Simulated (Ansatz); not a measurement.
A distorted cell of HfN (rock salt):

```
CELL_PARAMETERS angstrom
      0.00000     2.27401     2.27401
      2.27401     0.00000     2.27401
      2.27401     2.27401     0.00000
ATOMIC_POSITIONS crystal
  N  0.00000 0.00000 0.00000
  Hf 0.61214 0.38786 0.53738
```

The numbers are results of PBE (plane waves to 420 eV, PAW, scalar-relativistic; Ansatz, a program for electronic structure), not measurements. k mesh 14×14×14 (Γ-centred), Fermi-Dirac smearing 0.05 eV. E stands for the smeared free energy. Stress and pressure are positive under compression. With partly filled bands, energies and forces of such displacements shift with the k mesh and the smearing. HfN is run without spin polarisation. HfN was relaxed with its symmetry unable to fall. Spin-orbit coupling is left out, though Hf is heavy. The PAW data are Ansatz's earlier set.

### Question
What forces act on the atoms (eV/Å, Cartesian)?

### Answer
| atom | Fx | Fy | Fz |
|---|---|---|---|
| N1 | -1.587 | 4.327 | 0.000 |
| Hf2 | 1.587 | -4.327 | 0.000 |

### Question
Give the stress tensor in GPa and the pressure.

### Answer
```
   10.1      4.0      0.0
    4.0     42.7      0.0
    0.0      0.0      1.6
```
The pressure, a third of the trace, is 18.1 GPa.

### Question
In it atom 2 sits (-0.170, 0.340, 0.000) Å away from its relaxed site. What is its energy relative to the relaxed cell?

### Answer
821 meV/cell.

(For displaced atoms, the force is minus the slope of the energy, and its curvature is a force constant, which sets phonon frequencies.)
